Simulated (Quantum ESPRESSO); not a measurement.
Space group P-3m1 (No. 164); a = b = 5.1182 Å, c = 5.2581 Å, α = β = 90.00°, γ = 120.00°

```json
[
 {"atom": "C", "site": "2c", "symmetry": "3m.", "x": "0.0000", "y": "0.0000", "z": "0.3798"},
 {"atom": "K", "site": "2d", "symmetry": "3m.", "x": "0.3333", "y": "0.6667", "z": "0.2798"},
 {"atom": "Pd", "site": "1a", "symmetry": "-3m.", "x": "0.0000", "y": "0.0000", "z": "0.0000"}
]
```

The geometry is that of Materials Project entry mp-1068977, symmetrised and not relaxed again.

Problem. What does norm-conserving LDA (Quantum ESPRESSO, 82 Ry, without SOC) give for the electronic structure near the Fermi level?

Solution. The LDA gap is indirect, 1.34 eV, from A to L; the smallest direct gap is 1.37 eV. Spin-orbit splittings are left out.

The structure is a Materials Project entry; no match was found in the copy of COD used, and its stability was not checked.
